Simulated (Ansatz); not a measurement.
Zn₃CdSe₄:
```xyz
8
Lattice="5.7823 0.0000 0.0000 0.0000 5.7823 0.0000 0.0000 0.0000 5.7823" Properties=species:S:1:pos:R:3 pbc="T T T"
Zn     0.0000     2.8911     2.8911
Zn     2.8911     0.0000     2.8911
Zn     2.8911     2.8911     0.0000
Cd     0.0000     0.0000     0.0000
Se     4.2703     4.2703     1.5119
Se     4.2703     1.5119     4.2703
Se     1.5119     1.5119     1.5119
Se     1.5119     4.2703     4.2703
```

Plane-wave PAW r²SCAN (Ansatz code) gives a gap of 1.58 eV without spin–orbit coupling, maximum at Γ, minimum at Γ.

### Question
What happens when spin–orbit coupling is switched on?

### Answer
The gap decreases by 0.12 eV, to 1.46 eV; maximum at Γ, minimum at Γ.

### Question
How large is the spin–orbit splitting of the valence top at Γ?

### Answer
The fourfold level lies 0.37 eV above the split-off pair.

### Question
Give the electron effective mass with spin–orbit coupling.

### Answer
0.12 mₑ (isotropic).

Space group P-43m. The workflow started from a Materials Project entry (that database holds measured and hypothetical structures alike); the Crystallography Open Database copy checked does not list it. With Zn and Cd taken as one species the cell has the higher symmetry F-43m, so it may be an ordered model of a mixed-site phase. Whether it is the stable phase at ambient conditions was not checked. The r²SCAN relaxation kept the symmetry of its start; whether a distortion lowers the energy is not shown.

Potentials: the later of the program's two PAW sets.
